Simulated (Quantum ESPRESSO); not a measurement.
# One change at a time to ReW7

All numbers below are calculated, not measured. They come from Quantum ESPRESSO 7.5, a public plane-wave density functional program. Each row is one single-point run on a made-up periodic cell of eight metal atoms, with elements, volume, strain and displacements drawn at random and not relaxed, so a cell may be unstable or far from any real phase. There is no spin polarisation or spin-orbit coupling.

Settings: PBE unless stated; PseudoDojo standard norm-conserving files; Fermi-Dirac width 0.25 eV, which means electrons at about 2900 K; cutoff 1143 eV; 8 x 5 x 3 k mesh shifted half a step off Gamma. E is the free energy of the whole cell (internal energy minus TS), so a -TS column is already part of it. Stress is positive in tension, and the pressure P is minus a third of its trace.

Checks: one run of this series was repeated at a higher cutoff and on a denser mesh, which moved values by no more than 0.012 eV, 0.14 GPa and 0.012 eV/Å, and a second program with other atomic files agreed on it to 2 % rms in force and 0.5 GPa in pressure. Known limits: heavy elements are run without spin-orbit coupling, which real alloys of them have; a spin test at this wide smearing found no moment, but such smearing suppresses magnetism that the real alloy may have.

The lattice is hexagonal close-packed, and the cell vectors in Å are (-2.890, 0.024, -0.035); (-0.059, 0.064, -4.658); (0.082, -9.706, 0.134), a volume of 130.58 Å³ in run 1. The elements on sites 1 to 8 are W W W Re W W W W. Each later run makes one change to run 1 and keeps the rest. E is counted from run 1, and is n/a where other atomic files have another zero of energy.

```
run                           change  V (Å³)  P (GPa)  -TS (eV)  rms force (eV/Å)  largest change of a force component (eV/Å)  E (eV)
  1                             none  130.58     2.87    -1.852             0.593                                       0.000   0.000
  2          sites 4 and 8 exchanged  130.58     2.85    -1.832             0.640                                       0.663   0.018
  3    all lengths scaled by +1.25 %  135.54    -7.20    -1.922             0.478                                       0.235       ?
  4           PBEsol in place of PBE  130.58    -5.38    -1.856             0.544                                       0.103     n/a
  5                     Zn on site 3  130.58    -0.77    -1.559             0.607                                       0.438     n/a
  6  site 1 moved by -0.19 Å along x  130.58     1.95    -1.907             0.523                                       0.913  -0.108
```

## Worked estimate

Along a uniform scaling dE = -P dV. The mean of the two pressures is -2.165 GPa and the volume changes by 4.96 Å³, with 160.2 GPa to one eV/Å³. The same two rows give -V dP/dV = 270 GPa for this cell with clamped atoms, which is not the bulk modulus of a real alloy.

## Withheld value

Question: what E should run 3 give?

The estimate is 0.067 eV. The calculation gave 0.071 eV. The mean of two end points misses the curvature of P, and the finite cutoff adds a little.
